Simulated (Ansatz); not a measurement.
# Eigenvalues along a path: Te (bcc type)

```xyz
1
Lattice="-1.6553 1.6553 1.6553 1.6553 -1.6553 1.6553 1.6553 1.6553 -1.6553" Properties=species:S:1:pos:R:3 pbc="T T T"
Te    0.0000    0.0000    0.0000
```

The cell comes from a relaxation on PAW files under the same functional, begun from a prototype that needn't be the stable phase.

Computed with Ansatz 0.2.0; functional LDA, scalar-relativistic. Settings: a Γ-centred 15×15×15 k mesh, Fermi–Dirac smearing of 0.1 eV, no spin polarisation. Methods: LAPW: all electrons, basis error target 1 meV/atom.

This run: volume at 0.68 of the series' base cell.

Spin–orbit coupling is left out, which matters for the heavy atoms. The structure type is held throughout; the real material can change phase at far lower pressure.

Path points, in fractions of the reciprocal vectors: Γ (0.000, 0.000, 0.000), H (0.500, -0.500, 0.500), N (0.000, 0.000, 0.500), P (0.250, 0.250, 0.250). The distance column jumps between branches of the path. Levels in eV from the Fermi level; bands 10 to 14, counted from the lowest band of the run. The gap is zero, the pressure 63.1 GPa.

```
# k(1/Å) point b10 b11 b12 b13 b14
0.000 Γ -18.72 5.96 5.96 5.96 10.97
0.237 - -18.50 4.86 5.02 5.02 9.39
0.474 - -17.83 2.71 2.95 2.95 7.20
0.712 - -16.71 0.55 0.76 0.76 5.27
0.949 - -15.16 -1.28 -1.21 -1.21 3.68
1.186 - -13.21 -2.83 -2.83 -2.72 2.45
1.423 - -10.94 -4.02 -4.02 -3.77 1.58
1.661 - -8.61 -4.76 -4.76 -4.53 1.06
1.898 H -7.24 -5.01 -5.01 -5.01 0.89
2.066 - -7.92 -5.41 -4.88 -4.29 1.16
2.233 - -9.04 -6.31 -4.51 -3.08 2.00
2.401 - -10.10 -7.31 -3.92 -1.93 3.44
2.569 - -10.99 -8.22 -3.12 -0.88 5.35
2.737 - -11.70 -8.97 -2.15 0.15 7.40
2.904 - -12.20 -9.53 -1.12 1.22 8.14
3.072 - -12.51 -9.87 -0.19 2.23 6.91
3.240 N -12.61 -9.99 0.22 2.75 6.35
3.408 - -13.44 -8.94 0.35 2.85 6.42
3.575 - -14.74 -7.00 0.75 3.13 6.65
3.743 - -15.93 -4.74 1.40 3.58 7.03
3.911 - -16.93 -2.29 2.28 4.17 7.50
4.079 - -17.71 0.28 3.33 4.82 8.11
4.246 - -18.28 2.84 4.47 5.41 8.89
4.414 - -18.61 5.02 5.50 5.82 9.89
4.582 Γ -18.72 5.96 5.96 5.96 10.97
4.787 - -18.56 4.57 5.51 5.51 9.77
4.993 - -18.05 1.98 3.99 3.99 9.47
5.198 - -17.21 -0.65 1.93 1.93 10.20
5.404 - -16.04 -3.04 -0.14 -0.14 11.52
5.609 - -14.58 -5.05 -2.04 -2.04 13.25
5.815 - -12.92 -6.55 -3.69 -3.69 15.27
6.020 - -11.43 -7.18 -5.08 -5.08 17.34
6.225 P -10.91 -6.16 -6.16 -6.16 18.29
6.431 - -11.09 -6.92 -6.92 -3.83 16.11
6.636 - -11.26 -7.36 -7.36 -1.00 12.53
6.842 - -11.20 -7.47 -7.47 1.80 9.42
7.047 - -10.87 -7.26 -7.26 2.86 7.69
7.253 - -10.24 -6.77 -6.77 0.92 5.21
7.458 - -9.31 -6.07 -6.07 -1.57 3.09
7.664 - -8.12 -5.35 -5.35 -3.78 1.51
7.869 H -7.24 -5.01 -5.01 -5.01 0.89
9.513 P -10.91 -6.16 -6.16 -6.16 18.29
9.631 - -11.02 -7.03 -5.94 -5.18 17.49
9.750 - -11.29 -7.80 -5.35 -4.11 15.72
9.869 - -11.63 -8.46 -4.50 -2.95 13.74
9.987 - -11.95 -9.00 -3.46 -1.71 11.77
10.106 - -12.23 -9.43 -2.32 -0.41 9.91
10.224 - -12.44 -9.74 -1.17 0.92 8.24
10.343 - -12.57 -9.92 -0.20 2.14 6.96
10.462 N -12.61 -9.99 0.22 2.75 6.35
```
